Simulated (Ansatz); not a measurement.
Zr$_{3}$Cd$_{2}$: course of a relaxation

Level of theory: DFT PBEsol, scalar-relativistic, plane waves, PAW (Ansatz). (420 eV cutoff, 8×8×8 k-mesh, Gaussian smearing of 0.10 eV, no spin polarisation)

What was changed: biaxial strain in the a-b plane, c and atoms relaxed: +3.0 %.

Command:

```bash
ansatz run input.yaml --threads 1 --pin off --max-ram 2560MiB --backend cpu --events-out ev --progress --plain --runs-dir out
```

Input:

```yaml
crystal:
  lattice:
    - [5.6667897669, 0.0, 0.0]
    - [0.0, 5.6667897669, 0.0]
    - [0.0, 0.0, 4.9991073051]
  atoms:
    - { symbol: Zr, position: [0.0, 0.5, 0.0] }
    - { symbol: Zr, position: [0.5, 0.0, 0.0] }
    - { symbol: Zr, position: [0.0, 0.0, 0.0] }
    - { symbol: Cd, position: [0.5, 0.5, 0.5] }
    - { symbol: Cd, position: [0.5, 0.5, 0.0] }
basis:
  ecutwfc: 420
kpoints:
  mp_grid: { grid: [8, 8, 8] }
hamiltonian:
  xc: pbesol
scf:
  occupations: { method: gaussian, width: 0.1 }
output:
  forces: true
  stress: true
  eigenvalues: true
relax:
  adjacent_minimum: "off"
  f_tol: 0.008
  max_steps: 40
  cell: { stress_tol: 0.015, fix: [a, b, gamma] }
```

F is the free energy. Steps run on the plane waves of an earlier cell, but the last one, and at times one on the way, on a freshly chosen basis, so a repeated geometry can differ a little in energy. The held parts of the cell keep their stress, so P needn't end at zero.

Steps:

```tsv
step	F − F(1) (eV)	largest force component (eV/Å)	V (Å³/atom)	P (GPa)
1	0.0000	0.000	32.107	-2.33
2	-0.0131	0.000	32.627	-2.87
3	-0.0131	0.000	32.635	-2.87
4	-0.0134	0.000	32.635	-2.87
```

Relaxed structure:

```
CELL_PARAMETERS angstrom
5.66679 0.00000 0.00000
0.00000 5.66679 0.00000
0.00000 0.00000 5.08133
ATOMIC_POSITIONS crystal
Zr 0.00000 0.50000 0.00000
Zr 0.50000 0.00000 0.00000
Zr 0.00000 0.00000 0.00000
Cd 0.50000 0.50000 0.50000
Cd 0.50000 0.50000 0.00000
```

It takes space group P4/mmm (No. 123, tetragonal). The conventional cell has a = 5.667 Å, b = 5.667 Å, c = 5.081 Å, α = 90.00°, β = 90.00°, γ = 90.00°. Zr (site symmetry mmm) has 2 Zr at 2.83 Å and 2 Cd at 2.83 Å as nearest neighbours. Around Zr (site symmetry 4/mmm) lie 4 Zr at 2.83 Å. Cd (site symmetry 4/mmm) has 2 Cd at 2.54 Å as nearest neighbours. Cd (site symmetry 4/mmm) has 2 Cd at 2.54 Å and 4 Zr at 2.83 Å as nearest neighbours.

The run converged. It took 32 s on 1 thread of AMD EPYC 9R45 96-Core Processor (Zen 5), on a shared host, peak memory 0.72 GiB.